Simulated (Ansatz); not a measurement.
Put FeRhC4N4 in P-43m (No. 215): Fe on 1b; Rh on 1a; C on 4e; N on 4e. A trial structure of FeRhC4N4 was built thus: two interpenetrating cyanide-bridged diamond nets.

These are results of DFT PBE, scalar-relativistic, plane waves, PAW (Ansatz), not measurements. Cutoff 420 eV, Γ-centred mesh, Gaussian smearing, collinear spin.

Formation energies are uncorrected and refer to the elements' standard structures at the same level (N₂ as a molecule).

Question: Predict the relaxed structure.

Answer:

Space group P-43m (No. 215). a = 5.829 Å, b = 5.829 Å, c = 5.829 Å, α = 90.00°, β = 90.00°, γ = 90.00°
| atom | site | symmetry | x | y | z |
| --- | --- | --- | --- | --- | --- |
| Fe | 1b | -43m | 0.5000 | 0.5000 | 0.5000 |
| Rh | 1a | -43m | 0.0000 | 0.0000 | 0.0000 |
| C | 4e | .3m | 0.1939 | 0.1939 | 0.1939 |
| N | 4e | .3m | 0.3111 | 0.3111 | 0.3111 |

Around Fe lie 4 N at 1.91 Å; Rh has 4 C at 1.96 Å; C is surrounded by 1 N at 1.18 Å and 1 Rh at 1.96 Å; around N lie 1 C at 1.18 Å and 1 Fe at 1.91 Å. Another local minimum with the same sites may exist.

Question: And its energy and gap?

Answer: The formation energy is +0.54 eV/atom and the gap on the 6×6×6 mesh of the 10-atom cell is 0 eV (a metal). The net moment per atom is 0.25 μB and the moment by site is Fe 3.1; Rh -0.5 μB. The separate elements lie lower, so it is unstable against them.

The last run used collinear spin and Gaussian smearing of 0.10 eV. The reference form of C is held partly by dispersion forces, which this level lacks. The magnetic state reached may not be the lowest. Symmetry constrained the relaxation, so the result can be a saddle point. Site moments count only spheres around the atoms; the net moment includes the space between them.
